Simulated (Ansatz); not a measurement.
A geometry of TiB2 away from equilibrium: step 3 of the relaxation of a relaxed TiB2 cell displaced along its unstable phonon at q = (½, ½, 0) of its primitive reciprocal cell (134i cm⁻¹), largest move 0.15 Å. Calculation: PBEsol (plane waves to 420 eV, PAW, scalar-relativistic; Ansatz, a program for electronic structure). Γ-centred k-mesh 10×10×8 on the run's cell (coarser than for final values), Fermi–Dirac smearing 0.05 eV.

```xyz
12
Lattice="6.0601 -4.3553 0.0270 6.0601 0.0000 0.0270 -2.0212 0.0000 4.0955" Properties=species:S:1:pos:R:3:forces:R:3 pbc="T T T" free_energy=-11122.000 pressure_GPa=1.0
B      7.9905    -2.8240     0.4548    0.0250    0.0693   -0.2873
B      4.7410    -0.6054     0.8098   -0.0814    0.1005    0.0620
B      9.3986    -2.7830     1.3055    0.0814    0.1005   -0.0620
B      6.1492    -0.6463     1.6605   -0.0250    0.0693    0.2873
B      2.1085    -1.5313     3.6948   -0.0250   -0.0693    0.2873
B      5.3580    -3.7498     3.3397    0.0814   -0.1005   -0.0620
B      0.7004    -1.5722     2.8441   -0.0814   -0.1005    0.0620
B      3.9498    -3.7089     2.4890    0.0250   -0.0693   -0.2873
Ti     2.3028    -0.7087     1.0102    0.0458    0.1423   -0.0814
Ti     5.7768    -2.8863     1.0781   -0.0458    0.1423    0.0814
Ti     7.7962    -3.6466     3.1393   -0.0458   -0.1423    0.0814
Ti     4.3222    -1.4690     3.0715    0.0458   -0.1423   -0.0814
```

Positions in Å, forces in eV/Å, free energy of the cell in eV (comparable only within this code, potentials and settings). Largest force: 0.30 eV/Å, on B1, B4, B5, B8 (atoms numbered as listed); the geometry lies 0.29 eV/atom above the end of its relaxation.

No spin polarisation in the result.

The run could not lose the symmetry of its start: the end is stationary, and may be a saddle point rather than a minimum.

The end of the path is a generated cell of TiB2: the first start was made by placing the elements on the sites of a structure type, and the end was not matched to a known phase here, so it may be hypothetical. Known forms of TiB2 include space group No. 191.
